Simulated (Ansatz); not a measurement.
MoP:
```
CELL_PARAMETERS angstrom
      3.19145     0.00000     0.00000
     -1.59572     2.76388     0.00000
      0.00000     0.00000     3.15680
ATOMIC_POSITIONS crystal
  Mo 0.00000 0.00000 0.00000
  P  0.33333 0.66667 0.50000
```

Relaxed with LDA. Special points in fractions of this cell's reciprocal vectors: Γ (0.000, 0.000, 0.000); M (0.500, 0.000, 0.000); K (0.333, 0.333, 0.000); A (0.000, 0.000, 0.500); L (0.500, 0.000, 0.500); H (0.333, 0.333, 0.500).

Task: List the band energies nearest the Fermi level at these points for plane-wave PAW LDA (Ansatz code).

Result: In eV from the Fermi level; about four levels below and three above (degenerate sets whole), none deeper than 8.9 eV; points with the same levels are listed once.

| k | below | above |
|---|---|---|
| Γ | -4.37 -3.40 -3.40 -0.63 | 0.31 0.31 4.28 4.28 |
| M | -4.02 -3.91 -1.23 -0.42 | 1.79 2.47 4.79 |
| K | -5.35 -3.82 -1.57 -0.07 | 0.68 0.84 7.11 |
| A | -2.78 -2.78 -1.76 -1.76 | 1.41 3.01 3.01 |
| L | -6.26 -5.32 -4.54 -1.05 | 1.50 1.93 3.73 |
| H | -7.07 -5.78 -3.20 -1.38 | 1.60 3.53 4.35 |

Space group P-6m2. The LDA relaxation kept the symmetry of its start. No spin polarisation was allowed. Scalar-relativistic: spin–orbit coupling is off unless named, which matters more the heavier the elements.

Potentials: the earlier of the program's two PAW sets. The files were generated under PBE; for other functionals the program regenerates the frozen cores, and for LDA and PBEsol the local potential too.
